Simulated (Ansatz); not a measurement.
Computed with DFT PBE, scalar-relativistic, plane waves, PAW (Ansatz). The screen uses 420 eV, coarse Γ-centred meshes (up to 0.6 Å⁻¹ on the start cell), Gaussian smearing of 0.2 eV, tolerances of 0.08 eV/Å and 0.8 GPa and 16 steps at most, with the symmetry of each start kept. No spin polarisation. Energies are free energies per atom, good to about 0.1 eV/atom between metallic cells, end volumes are rough, and groups of ends are read at 0.1 Å.

Two trial cells of Si₂B₃, not yet relaxed:

Cell 1.

```
CELL_PARAMETERS angstrom
3.93173 0.00000 0.00000
0.00000 3.93173 0.00000
0.00000 0.00000 4.20118
ATOMIC_POSITIONS crystal
Si 0.50000 0.50000 0.00000
Si 0.00000 0.00000 0.00000
B 0.00000 0.50000 0.00000
B 0.50000 0.00000 0.00000
B 0.50000 0.50000 0.50000
```

Cell 2.

```
CELL_PARAMETERS angstrom
1.58610 -9.49385 0.00000
1.58610 9.49385 0.00000
0.00000 0.00000 3.09652
ATOMIC_POSITIONS crystal
Si 0.29630 0.70370 0.25000
Si 0.70370 0.29630 0.75000
Si 0.57234 0.42766 0.25000
Si 0.42766 0.57234 0.75000
B 0.97640 0.02360 0.25000
B 0.02360 0.97640 0.75000
B 0.17130 0.82870 0.25000
B 0.82870 0.17130 0.75000
B 0.88140 0.11860 0.25000
B 0.11860 0.88140 0.75000
```

Question: Compare their energies before and after the relaxation.

Answer: As given, cell 2 is lower by 0.90 eV/atom. Relaxed, cell 2 is lower by 0.87 eV/atom, so the order holds. Cell 1 goes from P4/mmm at 13.0 Å³/atom to P4/mmm at 13.8 Å³/atom and gains 0.21 eV/atom. Cell 2 goes from Cmcm at 9.3 Å³/atom to Cmcm at 9.6 Å³/atom and gains 0.18 eV/atom. The closest pair in cell 1 goes from Si–B at 1.97 Å to Si–B at 1.93 Å. The closest pair in cell 2 goes from B–B at 1.79 Å to B–B at 1.75 Å. At the end: counting B atoms around Si (those within 1.25 times the shortest such distance or 1.15 times the sum of covalent radii; a plus sign parts nearer from farther groups; the shortest distance is added where it is long for a bond; a slash parts the counts of unlike sites), cell 1 has Si 4/2+4 and cell 2 has Si 3+4/6+6 from 2.4 Å. Cell 2 holds Si–Si chains (shortest 2.52 Å) and B–B chains (shortest 1.75 Å); in cell 1 the shortest Si–Si distance is 2.99 Å and the shortest B–B distance is 2.86 Å. The lowest end among all the guesses of this search lies 0.22 eV/atom under the better of the two.
